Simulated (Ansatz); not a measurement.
Suppose Mg2BeS3 takes space group P6/mmm (No. 191), with Mg on 2d; Be on 1a; S on 2e and 1b.

Level of theory: Ansatz 0.2.0, DFT PBE, scalar-relativistic, plane waves, PAW. Cutoff 420 eV, Γ-centred mesh, Gaussian smearing, no spin polarisation.

The zero of energy is the elements' standard structures at the same level; no fitted shifts are applied.

Question: Which cell and coordinates does it relax to?

Answer:

Space group P6/mmm (No. 191). a = 4.978 Å, b = 4.978 Å, c = 8.346 Å, α = 90.00°, β = 90.00°, γ = 120.00°
| atom | site | symmetry | x | y | z |
| --- | --- | --- | --- | --- | --- |
| Mg | 2d | -6m2 | 0.3333 | 0.6667 | 0.5000 |
| Be | 1a | 6/mmm | 0.0000 | 0.0000 | 0.0000 |
| S | 2e | 6mm | 0.0000 | 0.0000 | 0.2234 |
| S | 1b | 6/mmm | 0.0000 | 0.0000 | 0.5000 |

Mg is surrounded by 3 S at 2.87 Å, 3 Mg at 2.87 Å and 6 S at 3.69 Å; Be is surrounded by 2 S at 1.86 Å; around S on a site of symmetry 6mm lie 1 Be at 1.86 Å, 1 S at 2.31 Å and 6 Mg at 3.69 Å; around S on a site of symmetry 6/mmm lie 2 S at 2.31 Å and 6 Mg at 2.87 Å. Another local minimum with the same sites may exist.

Question: And its energy and gap?

Answer: The formation energy is +0.19 eV/atom. The gap on the 12×12×6 mesh of the 6-atom cell is 0 eV (a metal). The separate elements lie lower, so it is unstable against them.

The last run used Gaussian smearing of 0.10 eV. The reference form of S is held partly by dispersion forces, which this level lacks. A structure relaxed within its symmetry needn't be a true minimum. Another cell of Mg2BeS3 relaxed alike, in P-3m1, lies 1.26 eV/atom lower, so this cell isn't the stable form at this level.
